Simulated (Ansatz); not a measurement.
AlNi (CsCl type, space group No. 221) at seven volumes, the program Ansatz at the r²SCAN level (PAW), scaled uniformly. One row is withheld.

```
V (Å³/atom)  P (GPa)
-----------  -------
10.681         20.37
11.033         12.47
11.385          5.74
11.737          0.00
12.090         -4.89
12.442             ?
12.794        -12.62
```

Fit the shown pressures and predict the withheld one.

P = (3/2)B₀(x^(7/2) − x^(5/2))[1 + (3/4)(B′ − 4)(x − 1)] with x = (V₀/V)^(2/3). Least squares on the six rows gives V₀ = 11.738 Å³/atom, B₀ = 176 GPa, B′ = 4.31. At V = 12.442, x = 0.9619 and P = -9.04 GPa. The run itself gave -9.07 GPa.

Space group Pm-3m (CsCl type). The cell was relaxed with r²SCAN under the symmetry of its start. The workflow began spin-polarised and lost its moments.

Potentials: the later of the program's two PAW sets.
